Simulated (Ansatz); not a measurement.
Here is an unrelaxed guess for Cd4Se.

```cif
data_structure
_symmetry_space_group_name_H-M 'Im-3m'
_symmetry_Int_Tables_number 229
_cell_length_a 6.2403
_cell_length_b 6.2403
_cell_length_c 6.2403
_cell_angle_alpha 90.000
_cell_angle_beta 90.000
_cell_angle_gamma 90.000
_cell_volume 243.01
loop_
_atom_site_label
_atom_site_type_symbol
_atom_site_symmetry_multiplicity
_atom_site_Wyckoff_symbol
_atom_site_fract_x
_atom_site_fract_y
_atom_site_fract_z
_atom_site_occupancy
Cd1 Cd 8 c 0.25000 0.25000 0.75000 1
Se1 Se 2 a 0.00000 0.00000 0.00000 1
```

All numbers below come from DFT PBE, scalar-relativistic, plane waves, PAW (Ansatz 0.2.0). Settings: cutoff 420 eV, Γ-centred mesh 4×4×4 on the computed 5-atom cell, Gaussian smearing of 0.10 eV; no spin polarisation.

Formation energies are uncorrected and refer to the elements' standard structures at the same level.

Q: How far from equilibrium is it?

A: The pressure is 7.7 GPa (it wants to expand), the largest force is 0.00 eV/Å (symmetry fixes the atoms), and the energy is +0.28 eV/atom against the elements. The shortest distance is 2.70 Å.

Q: How much does it gain on relaxing, and where does it end?

A: Relaxing gains under 0.1 eV/atom (the start's value is from the coarse mesh, so the gain is rough) in 8 ionic steps and ends at +0.20 eV/atom on the finer mesh. The symmetry stays Im-3m (No. 229). The volume per atom grows by 19.4 %, from 24.3 to 29.0 Å³. The shortest distance goes from 2.70 Å (Cd–Se) to 2.87 Å (Cd–Se). Conventional cell: a = 6.620 Å. Cd has 2 Se at 2.87 Å and 6 Cd at 3.31 Å; Se is surrounded by 8 Cd at 2.87 Å.

The last run used an 8×8×8 mesh for its 5-atom cell and Gaussian smearing of 0.10 eV. The reference form of Se is held partly by dispersion forces, which this level lacks. The relaxation can't lower the symmetry of the start. A structure relaxed within its symmetry needn't be a true minimum.
